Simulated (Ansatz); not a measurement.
Starting cell, LiH (rock salt):

```yaml
crystal:
  lattice:
    - [0.00000, 4.00543, 4.00543]
    - [2.00271, 2.00271, 4.00543]
    - [2.00271, 2.00271, 0.00000]
  atoms:
    - { symbol: H, position: [0.00000, 0.00000, 0.00000] }
    - { symbol: H, position: [0.50000, 0.00000, 0.00000] }
    - { symbol: Li, position: [0.00000, 0.50000, 0.50000] }
    - { symbol: Li, position: [0.50000, 0.50000, 0.50000] }
```

The atoms are displaced by Q × the pattern below (from a DFPT mode at X = (0.5, 0.5, 0.0), largest move 1; Q in Å), at fixed cell. (q is in reciprocal vectors of the primitive cell; the cell shown is doubled to hold the pattern.)

```json
[
 {"atom": "H1", "x": "0.000", "y": "0.000", "z": "-1.000"},
 {"atom": "H2", "x": "0.000", "y": "0.000", "z": "1.000"},
 {"atom": "Li3", "x": "0.000", "y": "0.000", "z": "-0.029"},
 {"atom": "Li4", "x": "0.000", "y": "0.000", "z": "0.029"}
]
```

Method: r2SCAN (plane waves to 500 eV, PAW, scalar-relativistic; Ansatz, a quantum-chemistry and plane-wave program). k mesh 14×14×14 (Γ-centred), Fermi-Dirac smearing 0.05 eV. E stands for the smeared free energy. LiH was relaxed with its symmetry unable to fall. ΔE is measured from the undisplaced structure.

Successive frames, forces in eV/Å:

```json
[
 {"frame": "Q = -0.187 Å", "ΔE (meV/cell)": "151", "F on H1": "(0.000, 0.000, -0.820)", "F on H2": "(0.000, 0.000, 0.820)", "F on Li3": "(0.000, 0.000, -0.126)", "F on Li4": "(0.000, 0.000, 0.126)"},
 {"frame": "Q = -0.140 Å", "ΔE (meV/cell)": "85", "F on H1": "(0.000, 0.000, -0.607)", "F on H2": "(0.000, 0.000, 0.607)", "F on Li3": "(0.000, 0.000, -0.105)", "F on Li4": "(0.000, 0.000, 0.105)"},
 {"frame": "Q = -0.093 Å", "ΔE (meV/cell)": "37", "F on H1": "(0.000, 0.000, -0.400)", "F on H2": "(0.000, 0.000, 0.400)", "F on Li3": "(0.000, 0.000, -0.075)", "F on Li4": "(0.000, 0.000, 0.075)"}
]
```

Question: What are the energy and the forces in the next frame, Q = -0.047 Å?

Answer: ΔE (meV/cell) = 9.

| atom | Fx | Fy | Fz |
|---|---|---|---|
| H1 | 0.000 | 0.000 | -0.199 |
| H2 | 0.000 | 0.000 | 0.199 |
| Li3 | 0.000 | 0.000 | -0.039 |
| Li4 | 0.000 | 0.000 | 0.039 |

(A displaced cell: forces are minus the slopes of the energy, force constants its curvatures, and phonons follow from these.)
